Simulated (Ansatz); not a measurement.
Cs₂KYCl₆:
```yaml
crystal:
  lattice:
    - [0.00000, 5.41138, 5.41138]
    - [5.41138, 0.00000, 5.41138]
    - [5.41138, 5.41138, 0.00000]
  atoms:
    - { symbol: K, position: [0.50000, 0.50000, 0.50000] }
    - { symbol: Cs, position: [0.75000, 0.75000, 0.75000] }
    - { symbol: Cs, position: [0.25000, 0.25000, 0.25000] }
    - { symbol: Y, position: [0.00000, 0.00000, 0.00000] }
    - { symbol: Cl, position: [0.76251, 0.23749, 0.23749] }
    - { symbol: Cl, position: [0.23749, 0.76251, 0.76251] }
    - { symbol: Cl, position: [0.23749, 0.76251, 0.23749] }
    - { symbol: Cl, position: [0.76251, 0.23749, 0.76251] }
    - { symbol: Cl, position: [0.23749, 0.23749, 0.76251] }
    - { symbol: Cl, position: [0.76251, 0.76251, 0.23749] }
```

Relaxed with LDA.

**Question.** Give the optical modes at the zone centre with their infrared and Raman activity from DFPT, LDA in the plane-wave PAW code Ansatz.

**Answer.** Transverse frequencies, without the LO–TO term; a row sums one degenerate level.

| ω (cm⁻¹) | degeneracy | IR ((D/Å)²/amu) | Raman (Å⁴/amu) | activity | symmetry |
|---|---|---|---|---|---|
| 52i | 3 | 0.00 | 0 | silent | T1g |
| 21 | 3 | 5.36 | 0 | IR | T1u |
| 23 | 3 | 0.00 | 3.8 | Raman | T2g |
| 38 | 3 | 0.00 | 0 | silent | T2u |
| 85 | 3 | 4.42 | 0 | IR | T1u |
| 102 | 3 | 0.00 | 18 | Raman | T2g |
| 191 | 3 | 0.03 | 0 | IR | T1u |
| 259 | 2 | 0.00 | 0.31 | Raman | Eg |
| 296 | 3 | 23.54 | 0 | IR | T1u |
| 304 | 1 | 0.00 | 29 | Raman | A1g |

**Question.** How high does the top mode go among those that the LO–TO term moves?

**Answer.** 328 cm⁻¹ for q along x.

Space group Fm-3m. The first step of the workflow began from a Materials Project structure, measured or hypothetical; the Crystallography Open Database copy checked does not list it. Whether it is the stable phase at ambient conditions was not checked. Symmetry was held in the LDA relaxation. At this level the phase is dynamically unstable (imaginary phonons). No spin polarisation was allowed. Spin–orbit coupling is left out wherever it is not named.

Potentials: the later of the program's two PAW sets.
